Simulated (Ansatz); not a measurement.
Consider the following.

Sn (beta-Sn type, space group I4_1/amd)

```
Sn
1.0
   -2.97350     2.97350     1.60615
    2.97350    -2.97350     1.60615
    2.97350     2.97350    -1.60615
Sn
2
Direct
  0.75000   0.25000   0.50000
  0.00000   0.00000   0.00000
```

In each cell atom 2 (Sn, nearest neighbour Sn at 3.080 Å; its periodic images, 3.2 Å or more away, move with it) moves by s·(0.707, 0.707, 0.000) (along Cartesian [110]), the rest being held.

All values below come from PBE (plane waves to 420 eV, PAW, scalar-relativistic; Ansatz, a first-principles code). k mesh 13×13×13 (Γ-centred), Fermi-Dirac smearing 0.05 eV. Energies are smeared free energies. With partly filled bands, energies and forces of such displacements shift with the k mesh and the smearing. Sn was relaxed with its symmetry unable to fall. ΔE is measured from the undisplaced structure.

The scan covers s from -0.920 to 0.920 Å in 11 points.

### Question
Is the energy the same for equal positive and negative displacements?

### Answer
Even: the same for both signs. With its periodic images moving along, the atom's site symmetry in this cell is -4m2.

### Question
What force acts on the atom along the line at s = -0.920 Å?

### Answer
3.45 eV/Å.

### Question
What is the force constant k = d²E/ds² of this move at s = 0?

### Answer
3.14 eV/Å².

### Question
With two atoms in the cell this is the zone-centre optical mode. What wavenumber follows?

### Answer
120 cm⁻¹.

(A displaced cell: forces are minus the slopes of the energy, force constants its curvatures, and phonons follow from these.)
